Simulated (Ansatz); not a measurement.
**Every step of a relaxation of I (hcp type)**

DFT, LDA, PAW with Ansatz's default frozen-core files, scalar-relativistic (Ansatz 0.2.0); a Γ-centred 16×16×9 k mesh, Fermi–Dirac smearing of 0.05 eV, no spin polarisation. The run relaxes cell and atoms at a target pressure of 290 GPa.

Command: `ansatz run input.yaml --threads 1 --pin off --max-ram 3584MiB --backend cpu --events-out ev --progress --plain --runs-dir out` It took 20 s on 1 thread of Arm Neoverse V2 (shared host), peak memory 0.34 GiB.

```yaml
crystal:
  lattice:
    - [2.6206984247, 0.0, 0.0]
    - [-1.3103492123, 2.2695914114, 0.0]
    - [0.0, 0.0, 4.245531448]
  atoms:
    - { symbol: I, position: [0.3333333333, 0.6666666667, 0.25] }
    - { symbol: I, position: [0.6666666667, 0.3333333333, 0.75] }
kpoints:
  mp_grid: { grid: [16, 16, 9] }
scf:
  occupations: { method: fermi_dirac, width: 0.05 }
hamiltonian:
  xc: lda
  pseudopotentials: { kind: paw }
output:
  forces: true
  stress: true
  eigenvalues: true
relax:
  f_tol: 0.005
  max_steps: 40
  cell: { p_target: 290.0, stress_tol: 0.145 }
```

Each step lists its enthalpy F + pV a cell above the last geometry, the pressure, the cell vectors (Å), and Cartesian positions (Å) with forces (eV/Å).

The first step:

```
step 1  dH = 93.63 meV  P = 296.3 GPa
  cell 2.6207 0.0000 0.0000  -1.3103 2.2696 0.0000  0.0000 0.0000 4.2455
  I 0.0000 1.5131 1.0614   0.0000 0.0000 0.0000
  I 1.3103 0.7565 3.1841   0.0000 0.0000 0.0000
```

Spin–orbit coupling is left out, which matters for the heavy atoms. The PAW files were made under PBE.

The symmetry of the start is kept and no stability test is made, so the end need not be the stable phase.

Task: Where does the relaxation end, and by which steps?

Result: After 5 geometries, with conventional a, b, c = 2.588, 2.588, 4.375 Å, at 12.689 Å³/atom (+0.50 % against the start) in space group P6_3/mmc, with a shortest distance of 2.588 Å. The further steps:
```
step 2  dH = 36.63 meV  P = 275.4 GPa
  cell 2.5850 0.0000 0.0000  -1.2925 2.2386 0.0000  0.0000 0.0000 4.4530
  I 0.0000 1.4924 1.1133   0.0000 0.0000 0.0000
  I 1.2925 0.7462 3.3398   0.0000 0.0000 0.0000
step 3  dH = 0.46 meV  P = 289.9 GPa
  cell 2.5860 0.0000 0.0000  -1.2930 2.2396 0.0000  0.0000 0.0000 4.3823
  I 0.0000 1.4930 1.0956   0.0000 0.0000 0.0000
  I 1.2930 0.7465 3.2868   0.0000 0.0000 0.0000
step 4  dH = 0.25 meV  P = 290.1 GPa
  cell 2.5899 0.0000 0.0000  -1.2949 2.2429 0.0000  0.0000 0.0000 4.3689
  I 0.0000 1.4953 1.0922   0.0000 0.0000 0.0000
  I 1.2949 0.7476 3.2767   0.0000 0.0000 0.0000
step 5  dH = 0.00 meV  P = 290.0 GPa
  cell 2.5882 0.0000 0.0000  -1.2941 2.2414 0.0000  0.0000 0.0000 4.3748
  I 0.0000 1.4943 1.0937   0.0000 0.0000 0.0000
  I 1.2941 0.7471 3.2811   0.0000 0.0000 0.0000
step 6  dH = -0.10 meV  P = 290.0 GPa  (same geometry on a basis chosen anew; earlier energies don't compare to the last digit)
  cell 2.5882 0.0000 0.0000  -1.2941 2.2414 0.0000  0.0000 0.0000 4.3748
  I 0.0000 1.4943 1.0937   0.0000 0.0000 0.0000
  I 1.2941 0.7471 3.2811   0.0000 0.0000 0.0000
```
